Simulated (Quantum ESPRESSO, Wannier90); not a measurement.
**Wannierisation of Zn$_{2}$SeS (R3m)**

```
begin unit_cell_cart
ang
   -1.9537499426    3.3839941658    0.0000000000
   -3.9074998851    0.0000000000    0.0000000000
   -1.9537499426    1.1279980553    6.3836530000
end unit_cell_cart
begin atoms_frac
Zn  -0.0037370000 -0.0037370000  0.0112110000
Zn  -0.4963700000 -0.4963700000  0.4891100000
Se   0.3754800000  0.3754800000 -0.1264400000
S   -0.1253470000 -0.1253470000  0.3760410000
end atoms_frac
```

Cell from Materials Project (mp-1215446), symmetrised, no further relaxation. Not found in the COD (Crystallography Open Database) copy used; not checked further. Level: PBEsol, no spin polarisation, no spin-orbit coupling; pw.x of Quantum ESPRESSO at 69 Ry with PseudoDojo potentials, 6×6×6 k-points, Wannier90. Density: 10×10×10 mesh, cold smearing 0.01 Ry. Spin-orbit coupling, left out, would split the p-like bands by a few tenths of an eV.

A tight-binding model is made by disentanglement and projection with no localisation steps (num_iter = 0), so the 16 orbitals stay atom-like: hydrogen-like Zn: s;p; Se: s;p; S: s;p, axes along x, y, z; frozen window up to 2.87 eV relative to the valence-band maximum. It follows pw.x to 6.3 meV rms for states up to 2.4 eV relative to the valence-band maximum. Matrix elements depend on this choice of orbitals and windows. Bands 16–25 (Zn 3d 94 %) lie between the kept ones and are excluded.

**Question.** What are the on-site energies relative to the valence-band maximum, and how fast do the hoppings decay?

**Answer.** 
| atom | orbitals | energy (eV) |
|---|---|---|
| Zn1 | s | 0.65 |
| Zn1 | pz px py | 5.80 |
| Zn2 | s | 0.57 |
| Zn2 | pz px py | 5.81 |
| Se3 | s | -10.39 |
| Se3 | pz | 0.73 |
| Se3 | px py | 0.67 |
| S4 | s | -10.47 |
| S4 | pz | -0.08 |
| S4 | px py | -0.06 |

```csv
distance of the centres (Å),largest modulus (eV)
2–3,3.0
3–4,0.71
4–5,0.23
5–6,0.10
6–7,0.079
7–8,0.027
8–9,0.014
```
